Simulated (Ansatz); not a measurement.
A relaxation computed with Ansatz, from input to last step.

```yaml
crystal:
  lattice:
    - [4.0404059952, 0.0, 0.0]
    - [0.0, 4.0404059952, 0.0]
    - [0.0, 0.0, 6.1648579451]
  atoms:
    - { symbol: Na, position: [0.0, 0.0, 0.0] }
    - { symbol: Na, position: [0.5, 0.5, 0.0] }
    - { symbol: Na, position: [0.0, 0.5, 0.27] }
    - { symbol: Na, position: [0.5, 0.0, 0.73] }
    - { symbol: Ru, position: [0.0, 0.5, 0.7] }
    - { symbol: Ru, position: [0.5, 0.0, 0.3] }
basis:
  ecutwfc: 420
kpoints:
  mp_grid: { grid: [4, 4, 4] }
hamiltonian:
  xc: pbe
scf:
  occupations: { method: gaussian, width: 0.1 }
  lower_state_search: "off"
output:
  forces: true
  stress: true
  eigenvalues: true
relax:
  adjacent_minimum: "off"
  f_tol: 0.04
  max_steps: 70
  cell: { stress_tol: 0.4 }
```

```bash
ansatz run input.yaml --threads 1 --pin off --max-ram 2560MiB --backend cpu --events-out ev --progress --plain --runs-dir out
```

All numbers below come from DFT PBE, scalar-relativistic, plane waves, PAW (Ansatz).

Of 30 frames 10 are shown, positions in Å and forces in eV/Å; the SCF threshold varies from step to step. Steps run on the plane waves of an earlier cell, with a Pulay correction in the pressure. The basis is chosen afresh for the last frame, the zero of the energies, and at times for earlier ones too; energy and pressure step there, also at an unchanged geometry. Here that happened at steps 12 (-92 meV/atom, 5.6 GPa), 21 (-34 meV/atom, 2.2 GPa), 27 (-3 meV/atom, 0.2 GPa); the frames before carry an error of that size.

```xyz
6
Lattice="4.0404 0.0000 0.0000 0.0000 4.0404 0.0000 0.0000 0.0000 6.1649" Properties=species:S:1:pos:R:3:forces:R:3 pbc="T T T" step=1 free_energy_over_end_meV_per_atom=876.55 pressure_GPa=13.97
Na    0.0000    0.0000    0.0000    0.0000    0.0000    0.0000
Na    2.0202    2.0202    0.0000    0.0000    0.0000    0.0000
Na    0.0000    2.0202    1.6645    0.0000    0.0000    1.0124
Na    2.0202    0.0000    4.5003    0.0000    0.0000   -1.0124
Ru    0.0000    2.0202    4.3154    0.0000    0.0000   -1.4849
Ru    2.0202    0.0000    1.8495    0.0000    0.0000    1.4849
6
Lattice="4.0735 0.0000 0.0000 0.0000 4.0735 0.0000 0.0000 0.0000 7.0829" Properties=species:S:1:pos:R:3:forces:R:3 pbc="T T T" step=4 free_energy_over_end_meV_per_atom=587.69 pressure_GPa=1.42
Na    0.0000    0.0000    0.0000    0.0000    0.0000    0.0000
Na    2.0368    2.0368    0.0000    0.0000    0.0000    0.0000
Na    0.0000    2.0368    2.0143    0.0000    0.0000    0.1563
Na    2.0368    0.0000    5.0686    0.0000    0.0000   -0.1563
Ru    0.0000    2.0368    4.5937    0.0000    0.0000   -0.3108
Ru    2.0368    0.0000    2.4892    0.0000    0.0000    0.3108
6
Lattice="3.7187 0.0000 0.0000 0.0000 3.7187 0.0000 0.0000 0.0000 7.9524" Properties=species:S:1:pos:R:3:forces:R:3 pbc="T T T" step=7 free_energy_over_end_meV_per_atom=465.11 pressure_GPa=1.13
Na    0.0000    0.0000    0.0000    0.0000    0.0000    0.0000
Na    1.8594    1.8594    0.0000    0.0000    0.0000    0.0000
Na    0.0000    1.8594    2.0857    0.0000    0.0000   -0.3567
Na    1.8594    0.0000    5.8667    0.0000    0.0000    0.3567
Ru    0.0000    1.8594    4.5283    0.0000    0.0000   -0.0080
Ru    1.8594    0.0000    3.4241    0.0000    0.0000    0.0080
6
Lattice="3.6735 0.0000 0.0000 0.0000 3.6735 0.0000 0.0000 0.0000 8.1465" Properties=species:S:1:pos:R:3:forces:R:3 pbc="T T T" step=11 free_energy_over_end_meV_per_atom=454.45 pressure_GPa=-0.12
Na    0.0000    0.0000    0.0000    0.0000    0.0000    0.0000
Na    1.8368    1.8368    0.0000    0.0000    0.0000    0.0000
Na    0.0000    1.8368    2.0892    0.0000    0.0000   -0.0364
Na    1.8368    0.0000    6.0572    0.0000    0.0000    0.0364
Ru    0.0000    1.8368    4.5708    0.0000    0.0000   -0.0342
Ru    1.8368    0.0000    3.5757    0.0000    0.0000    0.0342
6
Lattice="3.7043 0.0000 0.0000 0.0000 3.7043 0.0000 0.0000 0.0000 8.7553" Properties=species:S:1:pos:R:3:forces:R:3 pbc="T T T" step=14 free_energy_over_end_meV_per_atom=247.72 pressure_GPa=2.10
Na    0.0000    0.0000    0.0000    0.0000    0.0000    0.0000
Na    1.8522    1.8522    0.0000    0.0000    0.0000    0.0000
Na    0.0000    1.8522    2.2614    0.0000    0.0000    0.0548
Na    1.8522    0.0000    6.4939    0.0000    0.0000   -0.0548
Ru    0.0000    1.8522    4.8057    0.0000    0.0000    0.0208
Ru    1.8522    0.0000    3.9496    0.0000    0.0000   -0.0208
6
Lattice="3.5724 0.0000 0.0000 0.0000 3.5724 0.0000 0.0000 0.0000 9.6600" Properties=species:S:1:pos:R:3:forces:R:3 pbc="T T T" step=17 free_energy_over_end_meV_per_atom=115.65 pressure_GPa=2.26
Na    0.0000    0.0000    0.0000    0.0000    0.0000    0.0000
Na    1.7862    1.7862    0.0000    0.0000    0.0000    0.0000
Na    0.0000    1.7862    2.5461    0.0000    0.0000    0.0230
Na    1.7862    0.0000    7.1139    0.0000    0.0000   -0.0230
Ru    0.0000    1.7862    5.1949    0.0000    0.0000    0.6001
Ru    1.7862    0.0000    4.4652    0.0000    0.0000   -0.6001
6
Lattice="3.5301 0.0000 0.0000 0.0000 3.5301 0.0000 0.0000 0.0000 10.2060" Properties=species:S:1:pos:R:3:forces:R:3 pbc="T T T" step=20 free_energy_over_end_meV_per_atom=86.57 pressure_GPa=0.00
Na    0.0000    0.0000    0.0000    0.0000    0.0000    0.0000
Na    1.7651    1.7651    0.0000    0.0000    0.0000    0.0000
Na    0.0000    1.7651    2.7488    0.0000    0.0000   -0.0171
Na    1.7651    0.0000    7.4572    0.0000    0.0000    0.0171
Ru    0.0000    1.7651    5.4875    0.0000    0.0000    0.0015
Ru    1.7651    0.0000    4.7185    0.0000    0.0000   -0.0015
6
Lattice="3.5147 0.0000 0.0000 0.0000 3.5147 0.0000 0.0000 0.0000 11.1106" Properties=species:S:1:pos:R:3:forces:R:3 pbc="T T T" step=24 free_energy_over_end_meV_per_atom=9.61 pressure_GPa=0.55
Na    0.0000    0.0000    0.0000    0.0000    0.0000    0.0000
Na    1.7574    1.7574    0.0000    0.0000    0.0000    0.0000
Na    0.0000    1.7574    3.0719    0.0000    0.0000   -0.0068
Na    1.7574    0.0000    8.0387    0.0000    0.0000    0.0068
Ru    0.0000    1.7574    5.9265    0.0000    0.0000   -0.0205
Ru    1.7574    0.0000    5.1841    0.0000    0.0000    0.0205
6
Lattice="3.4980 0.0000 0.0000 0.0000 3.4980 0.0000 0.0000 0.0000 11.5852" Properties=species:S:1:pos:R:3:forces:R:3 pbc="T T T" step=27 free_energy_over_end_meV_per_atom=1.27 pressure_GPa=0.24
Na    0.0000    0.0000    0.0000    0.0000    0.0000    0.0000
Na    1.7490    1.7490    0.0000    0.0000    0.0000    0.0000
Na    0.0000    1.7490    3.2478    0.0000    0.0000    0.0143
Na    1.7490    0.0000    8.3374    0.0000    0.0000   -0.0143
Ru    0.0000    1.7490    6.1608    0.0000    0.0000   -0.0148
Ru    1.7490    0.0000    5.4244    0.0000    0.0000    0.0148
6
Lattice="3.4930 0.0000 0.0000 0.0000 3.4930 0.0000 0.0000 0.0000 11.8639" Properties=species:S:1:pos:R:3:forces:R:3 pbc="T T T" step=30 free_energy_over_end_meV_per_atom=0.00 pressure_GPa=0.04
Na    0.0000    0.0000    0.0000    0.0000    0.0000    0.0000
Na    1.7465    1.7465    0.0000    0.0000    0.0000    0.0000
Na    0.0000    1.7465    3.3689    0.0000    0.0000   -0.0041
Na    1.7465    0.0000    8.4950    0.0000    0.0000    0.0041
Ru    0.0000    1.7465    6.2995    0.0000    0.0000   -0.0020
Ru    1.7465    0.0000    5.5644    0.0000    0.0000    0.0020
```

The start puts this composition into another compound's structure type, which needn't suit it. The cell swells from 16.8 to 24.1 Å³ an atom, so the end can be far from any stable crystal. At the end the space group is P4/nmm (tolerance 0.05 Å).

Time: 2.4 min on 1 thread of Intel(R) Xeon(R) 6975P-C (Granite Rapids), on a shared host, peak memory 0.44 GiB.

The k mesh is coarse.